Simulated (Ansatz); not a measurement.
Q: Name crystals whose computed values (PBEsol (plane waves, PAW; program Ansatz)) fall in these windows: B₀ by P(V) fit (GPa) 57 to 79; Θ_D (K) 290 to 400; highest Γ mode, no LO–TO term (cm⁻¹) 250 to 330.

A: 

| crystal | B₀ by P(V) fit (GPa) | Θ_D (K) | highest Γ mode, no LO–TO term (cm⁻¹) |
|---|---|---|---|
| Ge, diamond | 67.1 | 348 | 282 |
| Zn4TeS3, P-4m2 (Pearson symbol tP8) | 69.5 | 306 | 312 |
| BaCuSF, P4/nmm (Ba on 2c, Cu on 2b, S on 2c, F on 2a) | 70.0 | 300 | 297 |
| Ge, P6_3/mmc (Ge on 4f) | 67.6 | 346 | 285 |
Others may fit too.

Typed or built starts, not in the databases checked: Zn4TeS3, P-4m2 (Pearson symbol tP8). Not the usual ambient phase: Ge, P6_3/mmc (Ge on 4f). Standing as an ambient phase not checked: BaCuSF, P4/nmm (Ba on 2c, Cu on 2b, S on 2c, F on 2a). All cells were relaxed under the symmetry of their starts (and spin orders); stability against distortions was not tested throughout. Named crystals with no word on spin ran without spin polarisation. Scalar-relativistic: spin–orbit coupling is off unless named, which matters more the heavier the elements.

Potentials: the earlier of the program's two PAW sets. The files were generated under PBE; for other functionals the program regenerates the frozen cores, and for LDA and PBEsol the local potential too.
